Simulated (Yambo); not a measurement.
Yambo run on NaMoO₃F (space group P2_1/m, No. 11). The wavefunctions are PBEsol (pw.x of Quantum ESPRESSO, ONCV potentials, without SOC) ones on a 2×4×2 mesh (48 occupied bands); a = 6.6578 Å, b = 3.7608 Å, c = 7.3130 Å, α = γ = 90.00°, β = 109.91°.

Yambo input:

```
rim_cut
HF_and_locXC
RandQpts= 1000000
RandGvec= 1 Ry
EXXRLvcs= 88 Ry
VXCRLvcs= 352 Ry
% QPkrange
 1 | 1 | 48 | 49 |
 2 | 2 | 48 | 49 |
 6 | 6 | 48 | 49 |
 7 | 7 | 48 | 49 |
 8 | 8 | 48 | 49 |
 11 | 11 | 48 | 49 |
 12 | 12 | 48 | 49 |
%
```

k points by index: 1 = Γ, 2 = (0, 0, -0.5), 6 = (0, -0.5, -0.5), 7 = (-0.5, 0, 0), 8 = (-0.5, 0, -0.5), 11 = (-0.5, -0.5, 0), 12 = (-0.5, -0.5, -0.5).

The o-*.hf file then holds:

```
#    K-point    Band    Eo [eV]    Ehf [eV]    Vxc [eV]    Vnlxc [eV]
#
    1    48    -0.142375    -5.472036    -19.59839    -24.92805
    1    49    3.086252    8.204251    -19.06587    -13.94787
    2    48    -0.149603    -5.330511    -19.32578    -24.50668
    2    49    3.083802    8.213593    -19.07858    -13.94878
    6    48    -0.179012    -5.517003    -19.91597    -25.25396
    6    49    3.108022    8.645475    -18.94467    -13.40721
    7    48    0.000000    -5.259004    -19.83389    -25.09289
    7    49    3.051102    8.188683    -18.96767    -13.83009
    8    48    -0.040348    -5.220453    -19.58404    -24.76414
    8    49    3.067133    8.202034    -19.05471    -13.91981
    11    48    -0.104919    -5.252653    -19.50879    -24.65652
    11    49    3.078727    8.617567    -18.83836    -13.29952
    12    48    -0.214950    -5.503576    -19.76061    -25.04924
    12    49    3.120205    8.610466    -18.99666    -13.50640
```
Exchange alone, without screening.

Geometry of the Materials Project entry, not relaxed at this level.

The structure is a Materials Project entry; no match was found in the copy of COD used, and its stability was not checked.
